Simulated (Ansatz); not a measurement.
An Ansatz (a quantum-chemistry and plane-wave program) run. Input:

Ansatz 0.2 input:
```yaml
crystal:
  lattice:
    - [-1.9226209781, 1.9226209781, 4.3110676152]
    - [1.9226209781, -1.9226209781, 4.3110676152]
    - [1.9226209781, 1.9226209781, -4.3110676152]
  atoms:
    - { symbol: Ti, position: [0.0, 0.0, 0.0] }
    - { symbol: Al, position: [0.5, 0.5, 0.0] }
    - { symbol: Al, position: [0.75, 0.25, 0.5] }
    - { symbol: Al, position: [0.25, 0.75, 0.5] }
kpoints:
  mp_grid: { grid: [31, 31, 31] }
hamiltonian:
  xc: pbe
  pseudopotentials: { kind: paw }
scf:
  occupations: { method: fermi_dirac, width: 0.1 }
elastic: { mode: relaxed_ion, stencil: two_point, amplitude: 0.005, f_tol: 0.0005 }
```

Output (shortened):

```
Pseudopotential: Ti, paw, valence charge 12
Pseudopotential: Al, paw, valence charge 3
Functional definition: PBE
Crystal: 4 atoms, lattice volume = 63.743 Å³
Basis set: ecut = 420 eV, 1299 PW (Γ), exchange–correlation on 72×72×72 points (8 copies of the dense FFT grid, shifted against one another)
Bands: 15, of which v1, the nominal top of the filled ones, is band 11 counted from 1 (10 counted from 0)
Symmetry: 16 space group operations
Space group: I4/mmm (ITA 139), of the structure as read, at distance tolerance 4.0e-5 Å
k-points: 2176 of 29791
SCF 1 converged in 9 iterations: F = -4113.790569 eV  dr2 = 5.61e-14
the run's memory leaves no room for the unstrained crystal's orbitals beside the elastic batch's strained cells …
the run's memory leaves no room to predict the starts of the strained cells, which start from the unstrained crystal's density as it stands …
Crystal: 4 atoms, lattice volume = 63.424 Å³
Basis set: ecut = 420 eV, 1271 PW (Γ), exchange–correlation on 72×72×72 points (8 copies of the dense FFT grid, shifted against one another)
Symmetry: 8 space group operations
k-points: 4096 of 29791
SCF 2 converged in 10 iterations: F = -4113.789260 eV  dr2 = 4.04e-15
relax step   1: F+E_penalty+E_count = -4113.78926045 eV  Δ(F+E_penalty+E_count) = +0.000e0 eV  max|allowed force component| = 2.615e-3 eV/Å  Δτ_max = 0.0000 Å  (10 SCF iters, accepted)
Crystal: 4 atoms, lattice volume = 63.424 Å³
SCF 3 converged in 7 iterations: F = -4113.789261 eV  dr2 = 9.72e-16
relax step   2: F+E_penalty+E_count = -4113.78926150 eV  Δ(F+E_penalty+E_count) = -1.049e-6 eV  max|allowed force component| = 4.266e-4 eV/Å  Δτ_max = 0.0005 Å  (7 SCF iters, accepted)
Crystal: 4 atoms, lattice volume = 63.424 Å³
SCF 4 converged in 12 iterations: F = -4113.789261 eV  dr2 = 5.33e-19
Crystal: 4 atoms, lattice volume = 64.062 Å³
SCF 5 converged in 9 iterations: F = -4113.789955 eV  dr2 = 6.48e-14
relax step   1: F+E_penalty+E_count = -4113.78995474 eV  Δ(F+E_penalty+E_count) = +0.000e0 eV  max|allowed force component| = 2.623e-3 eV/Å  Δτ_max = 0.0000 Å  (9 SCF iters, accepted)
Crystal: 4 atoms, lattice volume = 64.062 Å³
SCF 6 converged in 7 iterations: F = -4113.789956 eV  dr2 = 1.03e-15
relax step   2: F+E_penalty+E_count = -4113.78995584 eV  Δ(F+E_penalty+E_count) = -1.098e-6 eV  max|allowed force component| = 3.262e-5 eV/Å  Δτ_max = 0.0004 Å  (7 SCF iters, accepted)
Crystal: 4 atoms, lattice volume = 64.062 Å³
SCF 7 converged in 12 iterations: F = -4113.789956 eV  dr2 = 2.70e-19
Crystal: 4 atoms, lattice volume = 63.424 Å³
Basis set: ecut = 420 eV, 1275 PW (Γ), exchange–correlation on 72×72×72 points (8 copies of the dense FFT grid, shifted against one another)
SCF 8 converged in 10 iterations: F = -4113.789805 eV  dr2 = 3.74e-15
Crystal: 4 atoms, lattice volume = 64.062 Å³
SCF 9 converged in 10 iterations: F = -4113.789186 eV  dr2 = 4.43e-15
Crystal: 4 atoms, lattice volume = 63.743 Å³
Basis set: ecut = 420 eV, 1293 PW (Γ), exchange–correlation on 72×72×72 points (8 copies of the dense FFT grid, shifted against one another)
Symmetry: 4 space group operations
k-points: 7696 of 29791
SCF 10 converged in 9 iterations: F = -4113.790102 eV  dr2 = 2.67e-15
relax step   1: F+E_penalty+E_count = -4113.79010161 eV  Δ(F+E_penalty+E_count) = +0.000e0 eV  max|allowed force component| = 8.932e-3 eV/Å  Δτ_max = 0.0000 Å  (9 SCF iters, accepted)
Crystal: 4 atoms, lattice volume = 63.743 Å³
SCF 11 converged in 7 iterations: F = -4113.790109 eV  dr2 = 3.59e-15
relax step   2: F+E_penalty+E_count = -4113.79010892 eV  Δ(F+E_penalty+E_count) = -7.313e-6 eV  max|allowed force component| = 2.421e-4 eV/Å  Δτ_max = 0.0008 Å  (7 SCF iters, accepted)
Crystal: 4 atoms, lattice volume = 63.743 Å³
SCF 12 converged in 12 iterations: F = -4113.790109 eV  dr2 = 4.91e-19
Crystal: 4 atoms, lattice volume = 63.743 Å³
SCF 13 converged in 9 iterations: F = -4113.790102 eV  dr2 = 2.69e-15
relax step   1: F+E_penalty+E_count = -4113.79010161 eV  Δ(F+E_penalty+E_count) = +0.000e0 eV  max|allowed force component| = 8.932e-3 eV/Å  Δτ_max = 0.0000 Å  (9 SCF iters, accepted)
Crystal: 4 atoms, lattice volume = 63.743 Å³
SCF 14 converged in 7 iterations: F = -4113.790109 eV  dr2 = 3.43e-15
relax step   2: F+E_penalty+E_count = -4113.79010892 eV  Δ(F+E_penalty+E_count) = -7.315e-6 eV  max|allowed force component| = 1.396e-4 eV/Å  Δτ_max = 0.0008 Å  (7 SCF iters, accepted)
Crystal: 4 atoms, lattice volume = 63.743 Å³
SCF 15 converged in 12 iterations: F = -4113.790109 eV  dr2 = 5.08e-19
Crystal: 4 atoms, lattice volume = 63.743 Å³
Basis set: ecut = 420 eV, 1283 PW (Γ), exchange–correlation on 72×72×72 points (8 copies of the dense FFT grid, shifted against one another)
SCF 16 converged in 9 iterations: F = -4113.789939 eV  dr2 = 2.32e-15
Crystal: 4 atoms, lattice volume = 63.743 Å³
SCF 17 converged in 9 iterations: F = -4113.789939 eV  dr2 = 2.34e-15
SCF converged after 9 iterations
Free energy (F): -4113.790569 eV
Harris-Foulkes:  -4113.790569 eV  (|F-HF|=0.00e0)
Internal energy: -4113.731823 eV  (E = F + TS)
E sigma→0 (E₀):  -4113.761196 eV
Entropy (-TS):   -0.058746 eV (-14.687 meV/atom)
Fermi energy:    9.506625 eV
--- Per-component energies (eV) ---
  E_band       = -154.455111
  E_kinetic    = 343.068846
  E_local      = -1196.835656  (includes V_loc(G=0)·N_el)
  E_nonlocal   = 40.184047
  E_hartree    = 526.260160
  E_xc         = -217.841554
  E_vxc        = -210.370629  (∫ρ·V_xc dr)
  E_paw        = -2450.625543  (= ΣΔE_a)
  E_vpaw       = -183.022161  (= ΣTr[D̂ρ^β])
  E_aug_tail   = 0.000117  (compensation charges beyond the density's cutoff)
  E_ewald      = -1157.942239
  E_smearing   = -0.058746  (= −TS)
  E_closure    = 0.000000  (closes the sum)
  Σ components = -4113.790569   (vs F -4113.790569, Δ=0.00e0)
--- Forces (eV/Å), atoms counted from 1 ---
  atom   1  Ti     0.00000000     0.00000000     0.00000000
  atom   2  Al     0.00000000     0.00000000     0.00000000
  atom   3  Al     0.00000000     0.00000000     0.00000000
  atom   4  Al     0.00000000     0.00000000     0.00000000
  max |Σ_I F_I| component: 3.82e-17 eV/Å
--- Stress (GPa, compression-positive) ---
        0.171374       0.000000       0.000000
        0.000000       0.171374       0.000000
        0.000000       0.000000      -0.160187
  P = ⅓ Tr σ = 0.0609 GPa (0.609 kbar)
--- Band table (eV; the first three rows and the last of 2176) ---
  k-point 0: bands = ["-46.9791", "-23.2958", "-23.2958", "-23.2211", "-0.5358", "6.6315", "6.8778", "8.1198", "8.2817", "8.2817", "10.3158", "11.2012", "11.2012", "11.7157", "11.8413"]
  k-point 1: bands = ["-46.9791", "-23.2961", "-23.2960", "-23.2210", "-0.5143", "6.6498", "6.8659", "8.0943", "8.2076", "8.2792", "10.2009", "11.2268", "11.2442", "11.6666", "11.9146"]
  k-point 2: bands = ["-46.9790", "-23.2968", "-23.2967", "-23.2209", "-0.4498", "6.7041", "6.8305", "8.0072", "8.0223", "8.2723", "9.9153", "11.2968", "11.3301", "11.5597", "12.0964"]
  k-point 2175: bands = ["-46.9790", "-23.2963", "-23.2960", "-23.2237", "1.0713", "1.9647", "7.4438", "8.5176", "8.5637", "9.3609", "10.1820", "10.1972", "10.4365", "12.5648", "14.1207"]
--- Elastic constants: 4 strain directions × 2 members + reference (group order 16) ---
  dense FFT box of the reference and of every strained cell: 36×36×36
  strains applied: 11, 33, 23, 12; error gains …
  C = ∂σ_k/∂η_j (tension-positive GPa; Voigt order 11 22 33 23 13 12):
       192.995     84.513     45.349      0.000      0.000      0.000
        84.513    192.995     45.349      0.000      0.000      0.000
        45.012     45.012    215.778      0.000      0.000      0.000
         0.000      0.000      0.000     92.522      0.000      0.000
         0.000      0.000      0.000      0.000     92.522      0.000
         0.000      0.000      0.000      0.000      0.000    126.613
  reference stress σ⁰ (GPa):     -0.171     -0.171      0.160      0.000      0.000      0.000
  moduli (Voigt/Reuss/Hill, GPa): K = 105.72/105.61/105.67   G = 90.79/84.29/87.54   E = 205.79   ν = 0.175
  mechanically stable: yes (min eigenvalue of sym C = 92.52 GPa)
  strain η (Voigt 11):  stress-route row diagonal C_11 = 193.00 GPa, energy-path curvature d²(F+E_count+ΔE)/dδ²/Ω₀ = 193.00 GPa
         δ    σ_11 (GPa)             F (eV)   n_scf  n_hpsi   n_pw
    -5.000e-3      -1.1454       -4113.7892615      12  1276243   1271   relax 2 steps, max|allowed force component| 4.27e-4 eV/Å
     5.000e-3       0.7845       -4113.7899558      12  1279480   1299   relax 2 steps, max|allowed force component| 3.26e-5 eV/Å
  strain η (Voigt 33):  stress-route row diagonal C_33 = 215.78 GPa, energy-path curvature d²(F+E_count+ΔE)/dδ²/Ω₀ = 215.77 GPa
         δ    σ_33 (GPa)             F (eV)   n_scf  n_hpsi   n_pw
    -5.000e-3      -0.9334       -4113.7898053      10  739221   1275   relax 0 steps, max|allowed force component| 1.04e-17 eV/Å
     5.000e-3       1.2243       -4113.7891862      10  728819   1299   relax 0 steps, max|allowed force component| 1.99e-17 eV/Å
  strain η (Voigt 23):  stress-route row diagonal C_44 = 92.52 GPa, energy-path curvature d²(F+E_count+ΔE)/dδ²/Ω₀ = 92.52 GPa
         δ    σ_23 (GPa)             F (eV)   n_scf  n_hpsi   n_pw
    -5.000e-3      -0.4626       -4113.7901089      12  2401870   1293   relax 2 steps, max|allowed force component| 2.42e-4 eV/Å
     5.000e-3       0.4626       -4113.7901089      12  2402081   1293   relax 2 steps, max|allowed force component| 1.40e-4 eV/Å
  strain η (Voigt 12):  stress-route row diagonal C_66 = 126.61 GPa, energy-path curvature d²(F+E_count+ΔE)/dδ²/Ω₀ = 126.70 GPa
         δ    σ_12 (GPa)             F (eV)   n_scf  n_hpsi   n_pw
    -5.000e-3      -0.6331       -4113.7899391       9  1355080   1283   relax 0 steps, max|allowed force component| 1.21e-17 eV/Å
     5.000e-3       0.6331       -4113.7899391       9  1354824   1283   relax 0 steps, max|allowed force component| 6.94e-18 eV/Å
```

Cost: around 40 core-minutes (rough) on shared cores.

The cell was relaxed with PBE under the symmetry of its start; of distortions, only those at the zone centre were tested. No spin polarisation was allowed. As this level gives no gap, shear constants depend on the k-mesh and smearing (Fermi–Dirac, 0.1 eV here). Axis ratios of metals converge slowly with the k-mesh, so a and c are less sure than the volume.

Potentials: the later of the program's two PAW sets.

Ansatz is a plane-wave DFT program.
